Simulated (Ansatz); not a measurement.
SiC₂N₄:
```yaml
crystal:
  lattice:
    - [6.64148, 0.00000, 0.00000]
    - [0.00000, 6.64148, 0.00000]
    - [0.00000, 0.00000, 6.64148]
  atoms:
    - { symbol: Si, position: [0.50000, 0.50000, 0.50000] }
    - { symbol: Si, position: [0.00000, 0.00000, 0.00000] }
    - { symbol: C, position: [0.75000, 0.25000, 0.25000] }
    - { symbol: C, position: [0.25000, 0.25000, 0.75000] }
    - { symbol: C, position: [0.25000, 0.75000, 0.25000] }
    - { symbol: C, position: [0.75000, 0.75000, 0.75000] }
    - { symbol: N, position: [0.14568, 0.85432, 0.14568] }
    - { symbol: N, position: [0.64568, 0.64568, 0.64568] }
    - { symbol: N, position: [0.85432, 0.14568, 0.14568] }
    - { symbol: N, position: [0.35432, 0.35432, 0.64568] }
    - { symbol: N, position: [0.14568, 0.14568, 0.85432] }
    - { symbol: N, position: [0.64568, 0.35432, 0.35432] }
    - { symbol: N, position: [0.85432, 0.85432, 0.85432] }
    - { symbol: N, position: [0.35432, 0.64568, 0.35432] }
```

Relaxed with r²SCAN.

### Question
Give the Bader charges and basin volumes of the independent atoms, DFT-r²SCAN in the program Ansatz with PAW potentials.

### Answer


```json
[
 {"atom": "Si1", "Bader charge (e)": "+3.32", "Bader volume (Å³)": "2.9"},
 {"atom": "C3", "Bader charge (e)": "+2.03", "Bader volume (Å³)": "6.2"},
 {"atom": "N7", "Bader charge (e)": "-1.84", "Bader volume (Å³)": "20.8"}
]
```

Space group Pn-3m. The first step of the workflow began from a Materials Project structure, measured or hypothetical; the Crystallography Open Database files this formula in space group No. 224, but the cells were not matched. Its standing as an ambient phase is unchecked. Symmetry was held in the r²SCAN relaxation; whether a distortion lowers the energy is not shown.

Potentials: the later of the program's two PAW sets.
